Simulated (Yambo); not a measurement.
GaAlN2 (space group P-4m2, No. 115) under biaxial strain of -1 % along x and y, z relaxed; a = 3.112 Å, b = 3.112 Å, c = 4.472 Å, α = 90.00°, β = 90.00°, γ = 90.00°. With the G0W0 scissor the direct gap on the mesh is 3.85 eV. Axes are Cartesian, with cell vectors (Å) (3.11, 0.00, 0.00), (0.00, 3.11, 0.00), (0.00, 0.00, 4.47).

Q: Does this run resolve the lowest exciton, and if so, what are its energy and binding? (Yambo, PBEsol bands; 8×8×6 mesh, 5 valence and 3 conduction bands, static screening with 29 bands and a 4 Ry block, scissor 1.01 eV, Tamm-Dancoff.)

A: No. The lowest state covers only about 1 of the 384 k points, so the mesh doesn't resolve it: its energy and its distance from the direct gap are mesh artefacts. An extended exciton needs a far denser mesh. The scissor comes from a G0W0 run whose convergence isn't established. Spin-orbit splittings are left out.

The standard potential for Ga keeps a d shell in the valence without the s and p states of that shell. In tests on such compounds this moved G0W0 gaps by up to about 0.9 eV, so absolute quasiparticle energies here are unreliable; differences between settings are what counts.

The structure is a Materials Project entry; no match was found in the copy of COD used, and its stability was not checked.
